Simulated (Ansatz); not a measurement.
The start is a relaxed P2Pd cell deformed by the Cartesian strain tensor (xx, yy, zz, yz, xz, xy) = (0.144, -0.085, -0.132, -0.037, -0.010, -0.036). The structure is fully relaxed (lattice and positions, P = 0) with r2SCAN (plane waves to 500 eV, PAW, scalar-relativistic; Ansatz, an electronic-structure program). First-step values are on the input's coarse k-mesh.

Ansatz input (later rounds restart from its end on a renewed k-mesh):
Ansatz 0.2 input:
```yaml
crystal:
  lattice:
    - [4.0501702877, -2.8089876604, 0.0723087829]
    - [3.8361024109, 2.5573714423, -0.1446915306]
    - [-3.5901848888, -0.0724310748, 4.3795139876]
  atoms:
    - { symbol: P, position: [0.062146359, 0.3103019794, 0.3339749706] }
    - { symbol: P, position: [0.937853641, 0.6896980206, 0.6660250294] }
    - { symbol: P, position: [0.6896980206, 0.937853641, 0.1660250294] }
    - { symbol: P, position: [0.3103019794, 0.062146359, 0.8339749706] }
    - { symbol: Pd, position: [0.5, 0, 0.5] }
    - { symbol: Pd, position: [0, 0.5, 0] }
basis: { ecutwfc: 500, ecutrho_ratio: 4, xc_grid: 4, fft_grid_basis: typed }
kpoints: { mp_grid: { grid: [6, 6, 5] } }
hamiltonian:
  xc: r2scan
  dispersion: none
  pseudopotentials: { kind: paw }
scf: { occupations: { method: fermi_dirac, width: 0.05 } }
relax: { f_tol: 0.01, max_steps: 100, cell: { stress_tol: 0.02 } }
output: { forces: true, stress: true }
```

```yaml
initial_pressure: "+29.0 GPa (positive: the cell is compressed)"
largest_initial_force: 4.53 eV/Å, on P1, P2 (atoms numbered as listed)
volume_change: +10.4 %, from 15.28 to 16.87 Å³/atom
relative_to_the_parent: It returns to the parent structure, C2/c (No. 15)
band_gap_at_the_end: 0.67 eV, indirect (valence top at 36 % of the way from Γ to C, conduction bottom at k = (0.25, 0.25, 0.4286)) (no spin-orbit coupling)
optimiser_moves: 9
```

Final values are on a 8×8×7 k-mesh of the relaxed cell. No spin polarisation in the result.

The run could not lose the symmetry of its start.

The cell that was disturbed is our relaxation of an entry of Materials Project.
